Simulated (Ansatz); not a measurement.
Mo₂C:
```
Mo2C
1.0
    3.05001     0.00000     0.00000
   -1.52501     2.64139     0.00000
    0.00000     0.00000     4.64957
Mo C
2 1
Cartesian
  0.00000   1.76092   1.16029
  1.52501   0.88046   3.48928
  0.00000   0.00000   2.32479
```

Relaxed with r²SCAN. Special points in fractions of this cell's reciprocal vectors: Γ (0.000, 0.000, 0.000); M (0.500, 0.000, 0.000); K (0.333, 0.333, 0.000); A (0.000, 0.000, 0.500); L (0.500, 0.000, 0.500); H (0.333, 0.333, 0.500).

Problem. List the band energies nearest the Fermi level at these points for DFT-r²SCAN with spin–orbit coupling in the program Ansatz with PAW potentials.

Solution. In eV from the Fermi level; about four levels below and three above (degenerate sets whole), none deeper than 8.9 eV; points with the same levels are listed once.

| k | below | above |
|---|---|---|
| Γ | -1.12 -1.12 -1.05 -1.05 | 0.56 0.56 0.56 0.56 |
| M | -2.92 -2.92 -1.42 -1.42 | 1.23 1.23 1.99 1.99 |
| K | -3.27 -3.27 -3.26 -3.26 | 1.52 1.52 1.58 1.58 |
| A | -2.20 -2.20 -2.09 -2.09 | 0.67 0.67 0.71 0.71 |
| L | -1.70 -1.70 -0.48 -0.48 | 0.63 0.63 1.61 1.61 |
| H | -2.35 -2.35 -2.35 -2.35 -0.51 -0.51 | 0.48 0.48 0.49 0.49 |

Space group P-3m1. The first step of the workflow began from a Materials Project structure, measured or hypothetical; the Crystallography Open Database copy checked does not list it. COD files the formula under space group No. 60, so this cell is another polymorph or a model. Its standing as an ambient phase is unchecked. Symmetry was held in the r²SCAN relaxation; of distortions, only those at the zone centre were tested. No spin polarisation was allowed.

Potentials: the later of the program's two PAW sets.
